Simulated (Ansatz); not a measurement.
W:
```yaml
crystal:
  lattice:
    - [2.75520, 0.00000, 0.00000]
    - [-1.37760, 2.38607, 0.00000]
    - [0.00000, 0.00000, 4.95915]
  atoms:
    - { symbol: W, position: [0.33333, 0.66667, 0.75000] }
    - { symbol: W, position: [0.66667, 0.33333, 0.25000] }
```

Relaxed with r²SCAN. Special points in fractions of this cell's reciprocal vectors: Γ (0.000, 0.000, 0.000); M (0.500, 0.000, 0.000); K (0.333, 0.333, 0.000); A (0.000, 0.000, 0.500); L (0.500, 0.000, 0.500); H (0.333, 0.333, 0.500).

List the band energies nearest the Fermi level at these points for plane-wave PAW r²SCAN (Ansatz code).

In eV from the Fermi level; about four levels below and three above (degenerate sets whole), none deeper than 8.9 eV; … stands for higher levels left out; points with the same levels are listed once.

| k | below | above |
|---|---|---|
| Γ | -2.00 -0.63 -0.47 -0.47 | 0.11 0.11 2.29 2.29 |
| M | -1.42 -1.05 -0.54 -0.01 | 4.92 6.00 6.30 |
| K | -3.00 -3.00 -2.59 -1.61 -1.61 | 0.22 3.24 3.24 |
| A | -0.40 -0.40 -0.40 -0.40 | … |
| L | -5.73 -5.73 -3.73 -3.73 | 1.20 1.20 1.89 1.89 |
| H | -3.03 -3.03 -1.54 -1.54 | 0.62 0.62 4.49 4.49 |

Space group P6_3/mmc (hcp (Mg type)). The start of the workflow was typed in or built on a structure type; the Crystallography Open Database copy checked does not list it. It is not the phase usual at ambient conditions (space group No. 229). Symmetry was held in the r²SCAN relaxation; its stability against distortions is not shown here. The run is not spin-polarised. Scalar-relativistic: spin–orbit coupling is off unless named, which matters more the heavier the elements.

Potentials: the later of the program's two PAW sets.
